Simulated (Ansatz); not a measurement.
A geometry of V away from equilibrium: the start of the relaxation of a randomly generated symmetric cell of V (space group No. 15). Method: r2SCAN (plane waves to 500 eV, PAW, scalar-relativistic; Ansatz, a program for electronic structure). Γ-centred k-mesh 14×14×8 on the run's cell (coarser than for final values), Fermi–Dirac smearing 0.05 eV.

```xyz
2
Lattice="1.3832 -2.5392 0.0000 1.3832 2.5392 0.0000 -1.0232 0.0000 4.0061" Properties=species:S:1:pos:R:3:forces:R:3 pbc="T T T" free_energy=-5833.632 pressure_GPa=-5.7
V      0.6159     0.6123     3.0046    0.0000    0.1937    0.0000
V      1.1274    -0.6123     1.0015    0.0000   -0.1937    0.0000
```

Positions in Å, forces in eV/Å, free energy of the cell in eV (comparable only within this code, potentials and settings). Largest force: 0.19 eV/Å, on V1, V2 (atoms numbered as listed); the geometry lies 0.14 eV/atom above the end of its relaxation.

Spin-polarised start, with parallel moments on V.

No spin polarisation in the result: the starting moments vanished.

The run could not lose the symmetry of its start: the end is stationary, and may be a saddle point rather than a minimum.

The end of the path is a generated cell of V: the first start was made by a random draw of sites in a space group, and the end was not matched to a known phase here, so it may be hypothetical. Known forms of V include space group No. 229.
